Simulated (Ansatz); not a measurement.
Values for one crystal, relaxed and computed with the program Ansatz at the LDA level (PAW); other levels are named.

* **Volume per atom**: 32.99 Å³
* **Band gap**: 1.73 eV (smallest direct gap 1.73 eV)
* **Hill bulk and shear moduli**: 20.7 and 11.7 GPa
* **Electron effective mass**: 0.18, 0.18, 1.0 mₑ (principal values)
* **Young's modulus**: 29.5 GPa
* **Valence-band maximum**: on the H–A line, 95 % of the way from H
* **Formation energy from the elements (no fitted shifts)**: -0.32 eV/atom

### Question
Which of these materials gives this?
A. Li2S, anti-fluorite
B. CuCl, zinc blende
C. SnSe, Pnma (Se on 4c, Sn on 4c)
D. GeI2, CdI2 type

### Answer
D, GeI2, CdI2 type

Space group P-3m1 (CdI2 type). The workflow started from an entry of the Crystallography Open Database (COD), which files this formula under 2 space groups. Its standing as an ambient phase is unchecked. The LDA relaxation kept the symmetry of its start; of distortions, only those at the zone centre were tested. A crystal of weakly bound layers computed without a dispersion correction: the cell and the soft elastic constants depend strongly on that. The references are the lowest solids computed at this level, not always the standard phases. Spin–orbit coupling is left out wherever it is not named.

Potentials: the later of the program's two PAW sets.
